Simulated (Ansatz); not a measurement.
Geometry optimisation in Ansatz: input, command and trajectory.

```yaml
crystal:
  lattice:
    - [4.0605959511, 0.0, 0.0]
    - [0.0, 4.0605959511, 0.0]
    - [0.0, 0.0, 4.0605959511]
  atoms:
    - { symbol: Sn, position: [0.0, 0.0, 0.0] }
    - { symbol: Pt, position: [0.0, 0.5, 0.5] }
    - { symbol: Pt, position: [0.5, 0.0, 0.5] }
    - { symbol: Pt, position: [0.5, 0.5, 0.0] }
basis:
  ecutwfc: 420
kpoints:
  mp_grid: { grid: [10, 10, 10] }
hamiltonian:
  xc: lda
scf:
  occupations: { method: gaussian, width: 0.1 }
output:
  forces: true
  stress: true
  eigenvalues: true
relax:
  adjacent_minimum: "off"
  f_tol: 0.005
  max_steps: 50
  cell: { stress_tol: 0.05 }
```

```bash
ansatz run input.yaml --threads 1 --pin off --max-ram 2560MiB --backend cpu --events-out ev --progress --plain --runs-dir out
```

The calculation used DFT LDA, scalar-relativistic, plane waves, PAW in Ansatz.

Of 6 frames 6 are shown, positions in Å and forces in eV/Å; the SCF threshold varies from step to step. Steps run on the plane waves of an earlier cell, with a Pulay correction in the pressure. The basis is chosen afresh for the last frame, the zero of the energies, and at times for earlier ones too; energy and pressure step there, also at an unchanged geometry. The mark taken_back stands on steps that the optimiser undid.

```xyz
4
Lattice="4.0606 0.0000 0.0000 0.0000 4.0606 0.0000 0.0000 0.0000 4.0606" Properties=species:S:1:pos:R:3:forces:R:3 pbc="T T T" step=1 free_energy_over_end_meV_per_atom=41.02 pressure_GPa=-12.58
Sn    0.0000    0.0000    0.0000    0.0000    0.0000    0.0000
Pt    0.0000    2.0303    2.0303    0.0000    0.0000    0.0000
Pt    2.0303    0.0000    2.0303    0.0000    0.0000    0.0000
Pt    2.0303    2.0303    0.0000    0.0000    0.0000    0.0000
4
Lattice="3.8626 0.0000 0.0000 0.0000 3.8626 0.0000 0.0000 0.0000 3.8626" Properties=species:S:1:pos:R:3:forces:R:3 pbc="T T T" step=2 free_energy_over_end_meV_per_atom=105.71 pressure_GPa=27.83 taken_back
Sn    0.0000    0.0000    0.0000    0.0000    0.0000    0.0000
Pt    0.0000    1.9313    1.9313    0.0000    0.0000    0.0000
Pt    1.9313    0.0000    1.9313    0.0000    0.0000    0.0000
Pt    1.9313    1.9313    0.0000    0.0000    0.0000    0.0000
4
Lattice="3.9947 0.0000 0.0000 0.0000 3.9947 0.0000 0.0000 0.0000 3.9947" Properties=species:S:1:pos:R:3:forces:R:3 pbc="T T T" step=3 free_energy_over_end_meV_per_atom=1.13 pressure_GPa=-2.67
Sn    0.0000    0.0000    0.0000    0.0000    0.0000    0.0000
Pt    0.0000    1.9973    1.9973    0.0000    0.0000    0.0000
Pt    1.9973    0.0000    1.9973    0.0000    0.0000    0.0000
Pt    1.9973    1.9973    0.0000    0.0000    0.0000    0.0000
4
Lattice="3.9801 0.0000 0.0000 0.0000 3.9801 0.0000 0.0000 0.0000 3.9801" Properties=species:S:1:pos:R:3:forces:R:3 pbc="T T T" step=4 free_energy_over_end_meV_per_atom=-0.46 pressure_GPa=-0.07
Sn    0.0000    0.0000    0.0000    0.0000    0.0000    0.0000
Pt    0.0000    1.9900    1.9900    0.0000    0.0000    0.0000
Pt    1.9900    0.0000    1.9900    0.0000    0.0000    0.0000
Pt    1.9900    1.9900    0.0000    0.0000    0.0000    0.0000
4
Lattice="3.9797 0.0000 0.0000 0.0000 3.9797 0.0000 0.0000 0.0000 3.9797" Properties=species:S:1:pos:R:3:forces:R:3 pbc="T T T" step=5 free_energy_over_end_meV_per_atom=-0.46 pressure_GPa=0.00
Sn    0.0000    0.0000    0.0000    0.0000    0.0000    0.0000
Pt    0.0000    1.9899    1.9899    0.0000    0.0000    0.0000
Pt    1.9899    0.0000    1.9899    0.0000    0.0000    0.0000
Pt    1.9899    1.9899    0.0000    0.0000    0.0000    0.0000
4
Lattice="3.9797 0.0000 0.0000 0.0000 3.9797 0.0000 0.0000 0.0000 3.9797" Properties=species:S:1:pos:R:3:forces:R:3 pbc="T T T" step=6 free_energy_over_end_meV_per_atom=0.00 pressure_GPa=0.01
Sn    0.0000    0.0000    0.0000    0.0000    0.0000    0.0000
Pt    0.0000    1.9899    1.9899    0.0000    0.0000    0.0000
Pt    1.9899    0.0000    1.9899    0.0000    0.0000    0.0000
Pt    1.9899    1.9899    0.0000    0.0000    0.0000    0.0000
```

Spin–orbit coupling is left out, which can shift energies with elements as heavy as these.